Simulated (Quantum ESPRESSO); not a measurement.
```
CELL_PARAMETERS angstrom
      3.60017     0.00000     0.00000
      0.00000     3.60017     0.00000
      0.00000     0.00000     5.22516
ATOMIC_POSITIONS crystal
  Zr 0.00000 0.00000 0.00000
  Zr 0.50000 0.50000 0.50000
  O  0.00000 0.50000 0.30177
  O  0.00000 0.50000 0.80177
  O  0.50000 0.00000 0.19823
  O  0.50000 0.00000 0.69823
```
The cell comes from the Materials Project (a computed structure). It is ZrO2 in P4₂/nmc. Stability against distortions was not tested. The run has no spin polarisation.

A lattice sum over point charges, one formal value an element (Zr +4, O -2), with no Sternheimer factor, costs far less than a self-consistent run. Taken along the main axis of each site's self-consistent tensor, it gives:

```
site                  V along that axis, point charges (a.u.)
--------------------  ---------------------------------------
Zr (atoms 1, 2)                                         0.009
O (atoms 3, 4, 5, 6)                                   -0.065
```

Q: How do the values of PBE PAW (JTH datasets; density from pw.x of a modified build of Quantum ESPRESSO, gradients reconstructed from it by a script) compare?

A: 
```json
[
 {"site": "Zr", "Vzz, PAW (a.u.)": "0.567", "PAW over point charges": "65"},
 {"site": "O", "Vzz, PAW (a.u.)": "0.092", "PAW over point charges": "-1.4"}
]
```
Along that axis the sign differs on O.  Cores are frozen. Against all-electron runs on small test molecules, this scheme's |Vzz| missed by −2 to +6 % on O. Zr had no test against all-electron runs.
